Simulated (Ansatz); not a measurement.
**Rh2Au: single point with Ansatz**

System: Rh₂Au (cadmium iodide prototype, strained and with displaced atoms), 3 atoms in the cell.

Ansatz input (lattice in Å, positions in fractions of it; a bare `kind: paw` takes the build's default datasets)
```yaml
crystal:
  lattice:
    - [3.793507, -0.071976, 0.097177]
    - [-1.959086, 3.146669, -0.023612]
    - [0.158689, 0.047097, 5.982582]
  atoms:
    - { symbol: Au, position: [0.635182, 0.280884, 0.844265] }
    - { symbol: Rh, position: [0.994376, 0.980844, 1.094606] }
    - { symbol: Rh, position: [1.316087, 0.672149, 1.599901] }
kpoints:
  mp_grid: { grid: [3, 3, 1] }
hamiltonian:
  xc: pbe
  pseudopotentials:
    kind: paw
    azcp:
      Au: "pseudopotentials/pbe/paw/ansatz_paw_generated_soft_1/Au.paw.azcp"
      Rh: "pseudopotentials/pbe/paw/ansatz_paw_generated_soft_1/Rh.paw.azcp"
scf:
  occupations: { method: fermi_dirac, width: 0.15 }
  convergence: { dr2_threshold: "1e-9 eV" }
  max_iter: 300
output:
  forces: true
  stress: true
  eigenvalues: true
```

The calculation used PBE, plane waves, PAW datasets (generated soft set 1) (Ansatz 0.2.0 development build).

Results

| Item | Value |
| --- | --- |
| Plane-wave cutoff used | 420 eV |
| Pressure | -5.12 GPa |
| Largest force | 2.143 eV/Å on Rh3 |
| Smearing term TS | 132.3 meV/atom |
| Gap on the mesh | none (metallic) |
| Valence electrons | 53 |
| Irreducible k-points | 5 |
| CPU time | of the order of 3 core-seconds on a shared host |

```
atom  Fx (eV/Å)  Fy (eV/Å)  Fz (eV/Å)
 Au1      0.270      1.768      0.727
 Rh2     -1.013     -0.403      0.749
 Rh3      0.744     -1.365     -1.475
```

Stress tensor in GPa, compression positive:
```
-8.19  4.62 -6.19
 4.62 -3.16  3.62
-6.19  3.62 -4.01
```

The stress includes the program's correction for the finite plane-wave basis.

The k-mesh is coarse, so these values belong to this mesh and can lie far from the converged ones. The elements were drawn onto a prototype; most such cells aren't known phases.
